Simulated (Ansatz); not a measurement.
## Fields on a plane of Mg2Si (antifluorite type, space group Fm-3m)

```
Mg2Si
1.0
    0.00000     3.16298     3.16298
    3.16298     0.00000     3.16298
    3.16298     3.16298     0.00000
Si Mg
1 2
Direct
  0.00000   0.00000   0.00000
  0.25000   0.25000   0.25000
  0.75000   0.75000   0.75000
```

The slice is a {110} plane (indices of the conventional cell) through the point (0.250, 0.250, 0.250) (fractional), spanned by u = [100] and v = [1 -1 -1] in vectors of this cell: u (4.47 Å) and v (6.33 Å, at 90° to u). It covers one period; positions are fractions (u, v).

Atoms on it: Si at (0.50, 0.25); Mg at (0.00, 0.00); Mg at (0.00, 0.50).

Method: PBEsol (plane waves to 420 eV, PAW, scalar-relativistic; Ansatz, a quantum-chemistry and plane-wave program). k mesh 9×9×9. Inside the PAW spheres the values are not all-electron values, and peaks at nuclei hang on which shells count as valence. Mg2Si was relaxed with its symmetry unable to fall.

```
|@@@@%%++--::::::::::::::::::::::::::::--++%%@@|
|%%%%**==::::........................::::==**%%|
|**++==--::............................::--==++|
|----::::..........            ..........::::--|
|::::::::........                ........::::::|
|::::::::......                    ......::::::|
|::::::::......                    ......::::::|
|::::::::......                    ......::::::|
|::::::::......                    ......::::::|
|::::::::......                    ......::::::|
|::::::::........                ........::::::|
|----::::..........            ..........::::--|
|**++==--::............................::--==++|
|%%%%**==::::........................::::==**%%|
|@@@@%%++--::::::::::::::::::::::::::::--++%%@@|
|@@@@%%**--::::::::::::::::::::::::::::--**%%@@|
|@@@@%%++--::::::::------------::::::::--++%%@@|
|%%%%**==--::------------------------::--==**%%|
|**++==------------------------------------==++|
|------::----------============----------::----|
|::::::::--------================--------::::::|
|::::::::------======--------======------::::::|
|::::::::------====----::::----====------::::::|
|::::::::------====--::....::--====------::::::|
|::::::::------====----::::----====------::::::|
|::::::::------======--------======------::::::|
|::::::::--------================--------::::::|
|------::----------============----------::----|
|**++==------------------------------------==++|
|%%%%**==--::------------------------::--==**%%|
|@@@@%%++--::::::::------------::::::::--++%%@@|
|@@@@%%**--::::::::::::::::::::::::::::--**%%@@|
```
Scale: ten equal steps from -1.77 (start of ' ') to 1.50 (end of '@'), in the order ' .:-=+*#%@'. Values: log₁₀ of the valence density in e/Å³. The map has 23 points along u (two characters each, u = 0 at the left) and 32 along v (v = 0 in the bottom row). The scale is logarithmic, as a density can span decades between atoms and voids.

```
|xxxxxxxxxxxx--**##%%@@@@@@@@%%##**--xxxxxxxxxx|
|xxxxxxxxxx  ==**%%@@@@@@@@@@@@%%**==  xxxxxxxx|
|xxxxxxxxxx::++##%%@@@@@@@@@@@@%%##++::xxxxxxxx|
|xxxxxxxx::==**##%%@@@@@@@@@@@@%%##**==::xxxxxx|
|xx  ..::==**##%%@@@@@@@@@@@@@@@@%%##**==::..  |
|----==++**##%%%%@@@@@@@@@@@@@@@@%%%%##**++==--|
|++++****##%%%%@@@@@@@@@@@@@@@@@@@@%%%%##****++|
|******##%%%%@@@@@@@@@@@@@@@@@@@@@@@@%%%%##****|
|++++****##%%%%@@@@@@@@@@@@@@@@@@@@%%%%##****++|
|----==++**##%%%%@@@@@@@@@@@@@@@@%%%%##**++==--|
|xx  ..::==**##%%@@@@@@@@@@@@@@@@%%##**==::..  |
|xxxxxxxx::==**##%%@@@@@@@@@@@@%%##**==::xxxxxx|
|xxxxxxxxxx::++##%%@@@@@@@@@@@@%%##++::xxxxxxxx|
|xxxxxxxxxx  ==**%%@@@@@@@@@@@@%%**==  xxxxxxxx|
|xxxxxxxxxxxx--**##%%@@@@@@@@%%##**--xxxxxxxxxx|
|xxxxxxxxxxxx--**##%%%%@@@@%%%%##**--xxxxxxxxxx|
|xxxxxxxxxxxx--**################**--xxxxxxxxxx|
|xxxxxxxxxx  ==++****++====++****++==  xxxxxxxx|
|xxxxxxxxxx::==++==::  xxxx  ::==++==::xxxxxxxx|
|xxxxxxxx::====--  xxxxxxxxxxxx  --====::xxxxxx|
|xx  ..--==++--  xxxxxxxxxxxxxxxx  --++==--..  |
|----==++**++::xxxxxxxxxxxxxxxxxxxx::++**++==--|
|++++******++..xxxxxxxxxxxxxxxxxxxx..++******++|
|******####++..xxxxxxxxxxxxxxxxxxxx..++####****|
|++++******++..xxxxxxxxxxxxxxxxxxxx..++******++|
|----==++**++::xxxxxxxxxxxxxxxxxxxx::++**++==--|
|xx  ..--==++--  xxxxxxxxxxxxxxxx  --++==--..  |
|xxxxxxxx::====--  xxxxxxxxxxxx  --====::xxxxxx|
|xxxxxxxxxx::==++==::  xxxx  ::==++==::xxxxxxxx|
|xxxxxxxxxx  ==++****++====++****++==  xxxxxxxx|
|xxxxxxxxxxxx--**################**--xxxxxxxxxx|
|xxxxxxxxxxxx--**##%%%%@@@@%%%%##**--xxxxxxxxxx|
```
Scale: ten equal steps from -1.00 (start of ' ') to 8.00 (end of '@'), in the order ' .:-=+*#%@'. Values: electrostatic potential energy of an electron, from the cell's mean, in eV. The map has 23 points along u (two characters each, u = 0 at the left) and 32 along v (v = 0 in the bottom row). Points within 1 Å of a nucleus are blanked (x), as the pseudised field means little there. Values under -1 eV are set to -1. The zero, the cell's mean, hangs on the PAW cores.

Density on the Si–Mg line (2.74 Å) at its density minimum, 1.7 Å from Si: 0.17 e/Å³
ELF at that point: 0.2
ELF maximum in the middle third of the Si–Mg line: 0.83, 1.1 Å from Si
